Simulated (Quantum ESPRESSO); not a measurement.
## Moving one atom in AlInMo4RuTa

These are calculations, not measurements. They come from Quantum ESPRESSO 7.5, a public plane-wave density functional program. Each row is one single-point run on a made-up periodic cell of eight metal atoms, with elements, volume, strain and displacements drawn at random and not relaxed, so a cell may be unstable or far from any real phase. There is no spin polarisation or spin-orbit coupling.

Settings: PBE unless stated; PseudoDojo standard norm-conserving files; Fermi-Dirac width 0.25 eV, which means electrons at about 2900 K; cutoff 1143 eV; 8 x 5 x 3 k mesh shifted half a step off Gamma. E is the free energy of the whole cell (internal energy minus TS), so a -TS column is already part of it. Stress is positive in tension, and the pressure P is minus a third of its trace.

Checks: one run of this series was repeated at a higher cutoff and on a denser mesh, which moved values by no more than 0.010 eV, 0.12 GPa and 0.011 eV/Å, and a second program with other atomic files agreed on it to 2 % rms in force and 0.5 GPa in pressure. Known limits: heavy elements are run without spin-orbit coupling, which real alloys of them have; a spin test at this wide smearing found no moment, but such smearing suppresses magnetism that the real alloy may have.

The lattice is face-centred cubic, and the cell vectors in Å are (-0.011, 1.955, 1.967); (-3.995, 2.032, -2.022); (-3.847, -5.905, 5.961), a volume of 123.55 Å³. The elements on sites 1 to 8 are Ta In Mo Mo Mo Al Mo Ru. The runs move the Mo atom on site 4 by u along y from its drawn, already displaced place and keep all else fixed. Forces are on that atom, and E is counted from run 5.

```
run    u (Å)  Fx (eV/Å)  Fy (eV/Å)  Fz (eV/Å)  P (GPa)  E (meV)
  1  -0.1450      0.043      1.065     -0.881    17.25    105.7
  2  -0.1253      0.038      0.963     -0.807    17.13     85.7
  3  -0.0477      0.013      0.564     -0.503    16.77     26.5
  4  -0.0275          ?          ?          ?        ?        ?
  5   0.0199     -0.011      0.220     -0.220    16.62      0.0
  6   0.0775     -0.034     -0.072      0.032    16.61     -4.2
  7   0.1415     -0.057     -0.397      0.321    16.72     10.8
```

## Worked fit

A parabola through the runs shown gives Fy = 0.321 - 5.10 u + 0.2 u² eV/Å, with an error of 0.00 on the linear term and a scatter of 0.001 eV/Å. Minus its integral from run 1 to run 7 is -95 meV, and the table's energies differ by -95 meV.

## Withheld run

Question: what Fy should run 4 give?

The fit gives 0.461 ± 0.001 eV/Å. The calculation gave 0.461 eV/Å.
